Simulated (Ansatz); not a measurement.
How the functional moves the response of Ir (Fm-3m) (PBEsol, r²SCAN)

```xyz
1
Lattice="0.0000 1.9155 1.9155 1.9155 0.0000 1.9155 1.9155 1.9155 0.0000" Properties=species:S:1:pos:R:3 pbc="T T T"
Ir    0.0000    0.0000    0.0000
```

This cell (14.06 Å³ an atom) was relaxed by PAW under PBEsol, and each functional gets its own cell relaxed so. Quantity: elastic moduli (Hill averages, relaxed ions; θ_D from sound speeds over directions).

Runs: (1) PBEsol, PAW on Ansatz 0.2.0's default frozen-core files (fitted under PBE), scalar-relativistic; k mesh 22×22×22, strains of ±0.005, Fermi-Dirac smearing of 0.080 eV, cutoff 420 eV. (2) r²SCAN, PAW on Ansatz 0.2.0's default frozen-core files (fitted under PBE), scalar-relativistic; k mesh 26×26×26, strains of ±0.008, Fermi-Dirac smearing of 0.100 eV, cutoff 500 eV.

Under PBEsol: B = 386 GPa, G = 241 GPa, C11 = 641 GPa, C44 = 282 GPa, ν = 0.241, θ_D = 444 K.

Question: Which way does r²SCAN move the volume, and by how much?

Answer: a = 3.845 Å, 14.21 Å³ an atom: 1.1 % larger.

Question: What does r²SCAN give for these quantities?

Answer: 

| quantity | PBEsol | r²SCAN | change |
| --- | --- | --- | --- |
| B | 386 GPa | 376 GPa | -2 % |
| G | 241 GPa | 241 GPa | under 1 % |
| C11 | 641 GPa | 635 GPa | under 1 % |
| C44 | 282 GPa | 278 GPa | -1 % |
| ν | 0.241 | 0.236 | -2 % |
| θ_D | 444 K | 445 K | under 1 % |

Known limits: frozen-core PAW files fitted under PBE, their cores solved anew for the functional of the run; responses of metals move with mesh and smearing; no spin-orbit coupling on heavy atoms.
